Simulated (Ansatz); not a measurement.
## MoSb (NiAs-type structure)

The computed numbers are results of PBEsol, scalar-relativistic (no spin polarisation) in the plane-wave PAW code Ansatz at 420 eV, Γ-centred 10×10×6 mesh, 0.05 eV Gaussian smearing; PAW files: Ansatz's generated set soft_2.

```
Mo Sb
1.0
     4.30079    0.00000    0.00000
    -2.15039    3.72459    0.00000
     0.00000    0.00000    5.20487
Mo Sb
2 2
Direct
  0.00000 0.00000 0.00000
  0.00000 0.00000 0.50000
  0.33333 0.66667 0.25000
  0.66667 0.33333 0.75000
```

The structure was built from a prototype; whether the compound forms in it isn't claimed.

Cell and atoms are those of this level's equilibrium.

The cell has space group P6_3/mmc (read at 0.01 Å). In it the stress is 0.03, 0.03, 0.01, 0.00, 0.00, 0.00 GPa and the largest force component 0.000 eV/Å. Each change below starts from this cell, without further relaxation. Stress is in GPa, positive in compression, in the order xx, yy, zz, yz, xz, xy; energies are counted from the cell above and are free energies with the smearing's entropy, which match forces and stress in a metal.

Question: One atom was moved along a Cartesian axis, and these forces appeared. Which atom, and about how far?
| atom | Fx (eV/Å) | Fy | Fz |
| --- | --- | --- | --- |
| Mo1 | 0.000 | 0.000 | 0.023 |
| Mo2 | 0.000 | 0.000 | -0.061 |
| Sb3 | 0.000 | 0.000 | 0.018 |
| Sb4 | 0.000 | 0.000 | 0.020 |

Answer: Atom 2 (Mo) is moved by 0.02 Å along z; the energy changes by 0.5 meV per cell.

Question: What stress follows from an engineering strain of -1 % in yy, atoms carried along?

Answer: 0.90, 2.21, 1.24, 0.00, 0.00, 0.00 GPa; the energy changes by 5.7 meV per cell.
| atom | Fx (eV/Å) | Fy | Fz |
| --- | --- | --- | --- |
| Mo1 | 0.000 | 0.000 | 0.000 |
| Mo2 | 0.000 | 0.000 | 0.000 |
| Sb3 | 0.000 | 0.129 | 0.000 |
| Sb4 | 0.000 | -0.129 | 0.000 |
The change of the stress over the strain gives a clamped-atom stiffness of about 218 GPa for this component, a secant value that lies under the elastic constant in tension and over it in compression, by several per cent for each per cent of strain.
In a harmonic crystal the energy would rise by V(½Cε² − σ₀ε), with σ₀ the stress of the unstrained cell, = 5.8 meV, which matches.

These numbers lack spin–orbit coupling.
